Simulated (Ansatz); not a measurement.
This Zr₂H₃ structure is the end of a relaxation. The cell was found from a structure generator's guess, not taken from experiment.

These are results of DFT PBE, scalar-relativistic, plane waves, PAW in Ansatz, not measurements. Cutoff 420 eV, Γ-centred mesh, Gaussian smearing, no spin polarisation.

```cif
data_structure
_symmetry_space_group_name_H-M 'P 1'
_symmetry_Int_Tables_number 1
_cell_length_a 11.5829
_cell_length_b 11.5829
_cell_length_c 11.5829
_cell_angle_alpha 16.480
_cell_angle_beta 16.480
_cell_angle_gamma 16.480
_cell_volume 109.05
loop_
_atom_site_label
_atom_site_type_symbol
_atom_site_fract_x
_atom_site_fract_y
_atom_site_fract_z
_atom_site_occupancy
Zr1 Zr 0.63020 0.63020 0.63020 1
Zr2 Zr 0.45731 0.45731 0.45731 1
Zr3 Zr 0.87628 0.87628 0.87628 1
Zr4 Zr 0.03799 0.03799 0.03799 1
H1 H 0.56729 0.56729 0.56729 1
H2 H 0.10229 0.10229 0.10229 1
H3 H 0.19074 0.19074 0.19074 1
H4 H 0.81448 0.81448 0.81448 1
H5 H 0.93801 0.93801 0.93801 1
H6 H 0.39663 0.39663 0.39663 1
```

Formation energies are uncorrected and refer to the elements' standard structures at the same level (H₂ as a molecule).

(1) Find its symmetry and describe it.

(2) How far does it lie from the elements in energy?

(3) Is it a metal?

## Answers

(1) R3m (No. 160). Conventional cell: a = 3.320 Å, c = 34.270 Å. Zr on its first site is surrounded by 4 H at 2.11–2.16 Å and 9 Zr at 3.19–3.32 Å; Zr on its second site has 7 H at 2.06–2.08 Å; around Zr on its third site lie 8 H at 2.02–2.12 Å; H on its first site has 4 Zr at 2.09–2.16 Å and 6 H at 2.31–2.42 Å; 6 more sites not described.

(2) −0.45 eV/atom. It lies below the elements, which doesn't yet make it stable against other compounds or structures.

(3) Yes, bands cross the Fermi level on the 12×12×12 mesh.

The last run used a 12×12×12 mesh for its 10-atom cell and Gaussian smearing of 0.10 eV. With hydrogen, zero-point motion can shift formation energies by some tens of meV/atom. A later test with randomly moved atoms came back to the same energy, though modes that don't fit the test's cell weren't probed.
